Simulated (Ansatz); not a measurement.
AuCl:
```yaml
crystal:
  lattice:
    - [-3.46120, 3.46120, 4.31733]
    - [3.46120, -3.46120, 4.31733]
    - [3.46120, 3.46120, -4.31733]
  atoms:
    - { symbol: Au, position: [0.87500, 0.62500, 0.75000] }
    - { symbol: Au, position: [0.37500, 0.12500, 0.25000] }
    - { symbol: Au, position: [0.87500, 0.12500, 0.25000] }
    - { symbol: Au, position: [0.87500, 0.12500, 0.75000] }
    - { symbol: Cl, position: [0.69803, 0.69803, 0.00000] }
    - { symbol: Cl, position: [0.44803, 0.94803, 0.50000] }
    - { symbol: Cl, position: [0.05197, 0.55197, 0.50000] }
    - { symbol: Cl, position: [0.30197, 0.30197, 0.00000] }
```

Relaxed with r²SCAN.

Q: Give the Bader charges and basin volumes of the independent atoms, DFT-r²SCAN in the program Ansatz with PAW potentials.

A: 

```json
[
 {"atom": "Au1", "Bader charge (e)": "+0.33", "Bader volume (Å³)": "24.9"},
 {"atom": "Cl5", "Bader charge (e)": "-0.33", "Bader volume (Å³)": "26.8"}
]
```

Space group I4_1/amd. The workflow started from a Materials Project entry (that database holds measured and hypothetical structures alike); the Crystallography Open Database copy checked does not list it. Whether it is the stable phase at ambient conditions was not checked. The r²SCAN relaxation kept the symmetry of its start; its stability against distortions is not shown here. Scalar-relativistic: spin–orbit coupling is off unless named, which matters more the heavier the elements.

Potentials: the later of the program's two PAW sets.
